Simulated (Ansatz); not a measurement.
# Al (Im-3m), an elastic constant from a strain scan

Level of theory: DFT r2SCAN, scalar-relativistic, plane waves, PAW in Ansatz. Settings: plane waves to 500 eV, k-mesh 26×26×26 (Γ-centred), Gaussian smearing 0.15 eV. No spin polarisation. Energies are free energies at this smearing, counted from the undisturbed cell; pressure is positive in compression.

The undisturbed cell (relaxed at this level; this bcc form isn't the usual structure):

```yaml
crystal:
  lattice:
    - [-1.59437, 1.59437, 1.59437]
    - [1.59437, -1.59437, 1.59437]
    - [1.59437, 1.59437, -1.59437]
  atoms:
    - { symbol: Al, position: [0.00000, 0.00000, 0.00000] }
```

The cell is strained by ε times the Voigt pattern (0, 0, 0, 0, 0, 1) (xx, yy, zz, yz, xz, xy; engineering shear) with fractional coordinates fixed. The cell holds 1 atom in V0 = 16.21 Å³. The stress column is τ = (1/V0) dE/dε, got from the stress tensor σ (compression positive) at each point as −det(1 + εP) σ : P(1 + εP)⁻¹, with P the pattern as a tensor.

| ε | ΔE (meV/atom) | τ (GPa) |
| --- | --- | --- |
| -0.1312 | 50.138 | -7.942 |
| -0.1125 | 36.427 | -6.544 |
| -0.0937 | 25.151 | -5.357 |
| -0.0750 | 16.063 | -4.249 |
| -0.0562 | 8.989 | -3.182 |
| -0.0375 | 4.010 | -2.080 |
| -0.0187 | 1.044 | -1.064 |
| 0.0000 | 0.000 | 0.000 |
| 0.0187 | 1.044 | 1.064 |
| 0.0375 | 4.010 | 2.080 |
| 0.0562 | 8.989 | 3.182 |
| 0.0750 | 16.063 | 4.249 |
| 0.0937 | 25.151 | 5.357 |
| 0.1125 | 36.427 | 6.544 |
| 0.1312 | 50.138 | 7.942 |
| 0.1500 | ? | ? |

Q: Which combination of elastic constants does this scan measure, and how large is it?

A: For small ε, τ = τ0 + Kε with K = pᵀCp, which for this pattern is C44 in the cubic axes. The parabola through τ at ε = -0.0187, 0 and 0.0187 has slope K = 57 GPa at zero. The energies per cell, E = NΔE, of the same two points give K = 2[E(ε₊)/ε₊ − E(ε₋)/ε₋]/[(ε₊ − ε₋)V0] = 59 GPa, in agreement.

Q: Predict the withheld row at ε = 0.1500 from the harmonic law, and compare.

A: ΔE = V0(τ0 ε + Kε²/2)/N = 64.775 meV/atom and τ = 8.54 GPa. The calculation gives 66.461 meV/atom and 9.22 GPa, a miss of 2.6 % of the harmonic energy, so the harmonic law still holds here.

In a metal these slopes depend on the k mesh and the smearing.